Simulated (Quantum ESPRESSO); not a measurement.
## B2GeO2N2 (one run as intended and one with a planted mistake)

Computed values, not a measurement. The program is pw.x of Quantum ESPRESSO 7.5 (plane-wave density functional theory). The cell is made up: 7 atoms on a wurtzite lattice with one site empty, with randomly drawn elements, strain and displacements, not relaxed. PseudoDojo standard norm-conserving files (v0.5 for PBE, v0.4.1 for LDA and PBEsol) set the functional; there is no spin polarisation, spin-orbit coupling or dispersion term, and the masses in the input are unused placeholders.

Intended input:

```
&control calculation='scf', pseudo_dir='./dojo.nc.sr.pbe.v0_5.standard.upf', outdir='./o', disk_io='medium', tprnfor=.true., tstress=.true. /
&system ibrav=0, nat=7, ntyp=4, nbnd=27, ecutwfc=84.00895049, nosym=.true., tot_charge=0,
 occupations='smearing', smearing='fd', degauss=0.0018374661
/
&electrons conv_thr=7.350e-09, electron_maxstep=60, /
ATOMIC_SPECIES
B 1.0 B.upf
Ge 1.0 Ge.upf
N 1.0 N.upf
O 1.0 O.upf
CELL_PARAMETERS angstrom
2.734 0.0 0.0
0.0 4.7354 0.0
0.0 0.0 4.4646
ATOMIC_POSITIONS angstrom
B 0.0371 -0.0423 0.0098
Ge 1.3851 2.349 -0.0647
B -0.0445 3.1828 2.1906
O 0.0216 -0.0388 1.6738
N 1.3001 2.3045 1.7054
N 1.3282 0.7801 3.9281
O -0.0348 3.2151 3.8622
K_POINTS automatic
6 4 4 1 1 1
```

The log is shortened where brackets say so; the opening notice, blank lines, dates and the lines on written files are dropped, and the path of the files is cut. It prints rydbergs, bohrs and kilobars, and counts compression as positive stress. Where no state is partly filled, the Fermi energy that it prints is only some level between the filled and the empty states on the mesh, and need not lie in the true gap.

Log of the intended run:

```
     Program PWSCF v.7.5
     Parallel version (MPI & OpenMP), running on       1 processor cores
     Number of MPI processes:                 1
     Threads/MPI process:                     1
     [start-up lines left out]
     bravais-lattice index     =            0
     lattice parameter (alat)  =       5.1665  a.u.
     unit-cell volume          =     390.0626 (a.u.)^3
     number of atoms/cell      =            7
     number of atomic types    =            4
     number of electrons       =        42.00
     number of Kohn-Sham states=           27
     kinetic-energy cutoff     =      84.0090  Ry
     charge density cutoff     =     336.0358  Ry
     scf convergence threshold =      7.3E-09
     mixing beta               =       0.7000
     number of iterations used =            8  plain     mixing
     Exchange-correlation= PBE
                           (   1   4   3   4   0   0   0)
     [axes and pseudopotential details left out]
   Cartesian axes
     site n.     atom                  positions (alat units)
         1        B      tau(   1) = (   0.0135699  -0.0154718   0.0035845  )
         2        Ge     tau(   2) = (   0.5066203   0.8591807  -0.0236650  )
         3        B      tau(   3) = (  -0.0162765   1.1641551   0.8012436  )
         4        O      tau(   4) = (   0.0079005  -0.0141917   0.6122165  )
         5        N      tau(   5) = (   0.4755304   0.8429042   0.6237747  )
         6        N      tau(   6) = (   0.4858083   0.2853328   1.4367593  )
         7        O      tau(   7) = (  -0.0127286   1.1759693   1.4126554  )
     number of k points=    48  Fermi-Dirac smearing, width (Ry)=  0.0018
                       cart. coord. in units 2pi/alat
        k(    1) = (   0.0833333   0.0721692   0.0765466), wk =   0.0416667
        k(    2) = (   0.0833333   0.0721692   0.2296398), wk =   0.0416667
     [further k points left out]
     Dense  grid:    40563 G-vectors     FFT dimensions: (  32,  54,  50)
     Estimated max dynamical RAM per process >      48.89 MB
     Initial potential from superposition of free atoms
     starting charge      41.9987, renormalised to      42.0000
     Starting wfcs are   33 randomized atomic wfcs
     total cpu time spent up to now is        6.8 secs
     per-process dynamical memory:    30.9 Mb
     Self-consistent Calculation
     iteration #  1     ecut=    84.01 Ry     beta= 0.70
     Davidson diagonalization with overlap
     ethr =  1.00E-02,  avg # of iterations =  3.0
     total cpu time spent up to now is       23.2 secs
     total energy              =    -297.10672866 Ry
     estimated scf accuracy    <       1.56951513 Ry
     iteration #  2     ecut=    84.01 Ry     beta= 0.70
     Davidson diagonalization with overlap
     ethr =  3.74E-03,  avg # of iterations =  4.0
     total cpu time spent up to now is       40.0 secs
     total energy              =    -296.91255935 Ry
     estimated scf accuracy    <       3.61577584 Ry
     [iterations 3 to 11 left out]
     iteration # 12     ecut=    84.01 Ry     beta= 0.70
     Davidson diagonalization with overlap
     ethr =  3.19E-10,  avg # of iterations =  4.1
     total cpu time spent up to now is      165.0 secs
     total energy              =    -297.79661852 Ry
     estimated scf accuracy    <       0.00000008 Ry
     iteration # 13     ecut=    84.01 Ry     beta= 0.70
     Davidson diagonalization with overlap
     ethr =  1.94E-10,  avg # of iterations =  2.0
     total cpu time spent up to now is      176.9 secs
     End of self-consistent calculation
     [lines on levels left out]
     the Fermi energy is    11.6203 ev
!    total energy              =    -297.79661853 Ry
     estimated scf accuracy    <          2.8E-09 Ry
     smearing contrib. (-TS)   =      -0.00000000 Ry
     internal energy E=F+TS    =    -297.79661853 Ry
     The total energy is F=E-TS. E is the sum of the following terms:
     one-electron contribution =    -113.39441205 Ry
     hartree contribution      =      86.47791964 Ry
     xc contribution           =     -77.72431560 Ry
     ewald contribution        =    -193.15581052 Ry
     convergence has been achieved in  13 iterations
     Forces acting on atoms (cartesian axes, Ry/au):
     atom    1 type  1   force =    -0.01442671    0.20983676    0.11448856
     atom    2 type  2   force =    -0.06972147   -0.11868003    0.21580761
     atom    3 type  1   force =     0.00968881    0.05997655   -0.20285669
     atom    4 type  4   force =    -0.01294649   -0.19710713   -0.10901079
     atom    5 type  3   force =     0.00898302    0.17802972    0.14422342
     atom    6 type  3   force =     0.00436666   -0.34309340    0.00208477
     atom    7 type  4   force =     0.07405617    0.21103753   -0.16473688
     Total force =     0.682702     Total SCF correction =     0.000096
     Computing stress (Cartesian axis) and pressure
          total   stress  (Ry/bohr**3)                   (kbar)     P=      143.10
   0.00163975   0.00015270  -0.00016387          241.22       22.46      -24.11
   0.00015270   0.00125237   0.00031544           22.46      184.23       46.40
  -0.00016387   0.00031544   0.00002629          -24.11       46.40        3.87
     init_run     :      6.29s CPU      6.66s WALL (       1 calls)
     electrons    :    167.38s CPU    170.10s WALL (       1 calls)
     forces       :      1.71s CPU      1.72s WALL (       1 calls)
     stress       :      6.19s CPU      6.22s WALL (       1 calls)
     [timing details left out]
     PWSCF        :   3m 1.73s CPU   3m 4.96s WALL
     JOB DONE.
```

A second run has one planted mistake: the k-point mesh is too coarse. The input lines that differ, file-writing options aside:

```
- 6 4 4 1 1 1
+ 2 2 2 1 1 1
```

Its log:

```
     Program PWSCF v.7.5
     Parallel version (MPI & OpenMP), running on       1 processor cores
     Number of MPI processes:                 1
     Threads/MPI process:                     1
     [start-up lines left out]
     bravais-lattice index     =            0
     lattice parameter (alat)  =       5.1665  a.u.
     unit-cell volume          =     390.0626 (a.u.)^3
     number of atoms/cell      =            7
     number of atomic types    =            4
     number of electrons       =        42.00
     number of Kohn-Sham states=           27
     kinetic-energy cutoff     =      84.0090  Ry
     charge density cutoff     =     336.0358  Ry
     scf convergence threshold =      7.3E-09
     mixing beta               =       0.7000
     number of iterations used =            8  plain     mixing
     Exchange-correlation= PBE
                           (   1   4   3   4   0   0   0)
     [axes and pseudopotential details left out]
   Cartesian axes
     site n.     atom                  positions (alat units)
         1        B      tau(   1) = (   0.0135699  -0.0154718   0.0035845  )
         2        Ge     tau(   2) = (   0.5066203   0.8591807  -0.0236650  )
         3        B      tau(   3) = (  -0.0162765   1.1641551   0.8012436  )
         4        O      tau(   4) = (   0.0079005  -0.0141917   0.6122165  )
         5        N      tau(   5) = (   0.4755304   0.8429042   0.6237747  )
         6        N      tau(   6) = (   0.4858083   0.2853328   1.4367593  )
         7        O      tau(   7) = (  -0.0127286   1.1759693   1.4126554  )
     number of k points=     4  Fermi-Dirac smearing, width (Ry)=  0.0018
                       cart. coord. in units 2pi/alat
        k(    1) = (   0.2500000   0.1443384   0.1530932), wk =   0.5000000
        k(    2) = (   0.2500000   0.1443384  -0.1530932), wk =   0.5000000
     [further k points left out]
     Dense  grid:    40563 G-vectors     FFT dimensions: (  32,  54,  50)
     Estimated max dynamical RAM per process >      48.89 MB
     Initial potential from superposition of free atoms
     starting charge      41.9987, renormalised to      42.0000
     Starting wfcs are   33 randomized atomic wfcs
     total cpu time spent up to now is        1.8 secs
     per-process dynamical memory:    29.9 Mb
     Self-consistent Calculation
     iteration #  1     ecut=    84.01 Ry     beta= 0.70
     Davidson diagonalization with overlap
     ethr =  1.00E-02,  avg # of iterations =  3.0
     total cpu time spent up to now is        3.1 secs
     total energy              =    -297.20293182 Ry
     estimated scf accuracy    <       1.51117729 Ry
     iteration #  2     ecut=    84.01 Ry     beta= 0.70
     Davidson diagonalization with overlap
     ethr =  3.60E-03,  avg # of iterations =  4.0
     total cpu time spent up to now is        4.4 secs
     total energy              =    -297.25623152 Ry
     estimated scf accuracy    <       2.60914364 Ry
     [iterations 3 to 11 left out]
     iteration # 12     ecut=    84.01 Ry     beta= 0.70
     Davidson diagonalization with overlap
     ethr =  2.26E-11,  avg # of iterations =  4.0
     total cpu time spent up to now is       15.8 secs
     total energy              =    -297.86534983 Ry
     estimated scf accuracy    <       0.00000001 Ry
     iteration # 13     ecut=    84.01 Ry     beta= 0.70
     Davidson diagonalization with overlap
     ethr =  2.26E-11,  avg # of iterations =  2.0
     total cpu time spent up to now is       16.8 secs
     End of self-consistent calculation
     [lines on levels left out]
     the Fermi energy is    12.0911 ev
!    total energy              =    -297.86534983 Ry
     estimated scf accuracy    <          4.1E-10 Ry
     smearing contrib. (-TS)   =       0.00000000 Ry
     internal energy E=F+TS    =    -297.86534983 Ry
     The total energy is F=E-TS. E is the sum of the following terms:
     one-electron contribution =    -113.37196786 Ry
     hartree contribution      =      86.35877360 Ry
     xc contribution           =     -77.69634505 Ry
     ewald contribution        =    -193.15581052 Ry
     convergence has been achieved in  13 iterations
     Forces acting on atoms (cartesian axes, Ry/au):
     atom    1 type  1   force =    -0.01006000    0.21011008    0.12241540
     atom    2 type  2   force =    -0.06782026   -0.12371834    0.21870161
     atom    3 type  1   force =     0.01043756    0.06926689   -0.20663388
     atom    4 type  4   force =    -0.01394523   -0.20167011   -0.10770830
     atom    5 type  3   force =     0.00843460    0.16378328    0.14055768
     atom    6 type  3   force =    -0.00047213   -0.33271808   -0.00485238
     atom    7 type  4   force =     0.07342547    0.21494628   -0.16248013
     Total force =     0.680008     Total SCF correction =     0.000078
     Computing stress (Cartesian axis) and pressure
          total   stress  (Ry/bohr**3)                   (kbar)     P=      126.19
   0.00091179   0.00014699  -0.00016587          134.13       21.62      -24.40
   0.00014699   0.00150026   0.00029538           21.62      220.70       43.45
  -0.00016587   0.00029538   0.00016140          -24.40       43.45       23.74
     init_run     :      1.61s CPU      1.65s WALL (       1 calls)
     electrons    :     14.19s CPU     15.00s WALL (       1 calls)
     forces       :      0.26s CPU      0.27s WALL (       1 calls)
     stress       :      0.95s CPU      0.99s WALL (       1 calls)
     [timing details left out]
     PWSCF        :     17.19s CPU     18.13s WALL
     JOB DONE.
```

|  | intended run | run with the mistake |
| --- | --- | --- |
| free energy (eV) | -4051.729 | -4052.665 |
| smearing term -TS (eV) | 0.0000 | 0.0000 |
| pressure (GPa) | 14.31 | 12.62 |
| largest force component (eV/Å) | 8.821 | 8.555 |
| largest change of a force component (eV/Å) |  | 0.366 |
| iterations | 13 | 13 |

For scale, a rerun of the intended cell at 1437 eV and a 8 x 6 x 6 mesh moved values by no more than 0.002 eV in energy, 0.04 GPa in stress and 0.005 eV/Å in force.